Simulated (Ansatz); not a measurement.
YCl, DFT, PBEsol, PAW with Ansatz's default frozen-core files, scalar-relativistic (Ansatz 0.2.0), run on 1 thread of Arm Neoverse V2 on a shared host.

The cell is COD entry 4344519, as deposited and not checked against the literature; nothing was relaxed. The listed cell was then made from it by scaling, straining or moving an atom.

Command: `ansatz run input.yaml --threads 1 --pin off --max-ram 4096MiB --backend cpu --events-out ev --progress --plain --runs-dir out`

```yaml
crystal:
  lattice:
    - [1.9008396467, 1.0974502817, 9.29573753]
    - [-1.9008396467, 1.0974502817, 9.29573753]
    - [0.0, -2.1949005633, 9.29573753]
  atoms:
    - { symbol: "Y", position: [0.21683, 0.21683, 0.21683] }
    - { symbol: "Y", position: [0.78317, 0.78317, 0.78317] }
    - { symbol: Cl, position: [0.3883, 0.3883, 0.3883] }
    - { symbol: Cl, position: [0.6117, 0.6117, 0.6117] }
kpoints:
  mp_grid: { grid: [8, 8, 8] }
scf:
  occupations: { method: fermi_dirac, width: 0.02 }
hamiltonian:
  xc: pbesol
  pseudopotentials: { kind: paw }
output:
  forces: true
  stress: true
  eigenvalues: true
  efg: { contact_densities: true }
  write_density: true
  write_potential: true
  elf: true
  volumetric_format: npy
```

(1) How large is the problem that the program sets up?

(2) About how long does it take, and how much memory does it use?

(3) And the same cell and mesh by all-electron PAW (datasets made for this crystal), asked for forces, stress, eigenvalues, efg, on the same hardware?

Results:

(1) 65 irreducible k-points, 2281 plane waves at Γ, 22 bands.

(2) 13 s of wall time for 8 SCF iterations, with a peak of 0.48 GiB. Times on shared machines scatter by tens of per cent.

(3) 25 s, peak memory 0.68 GiB.
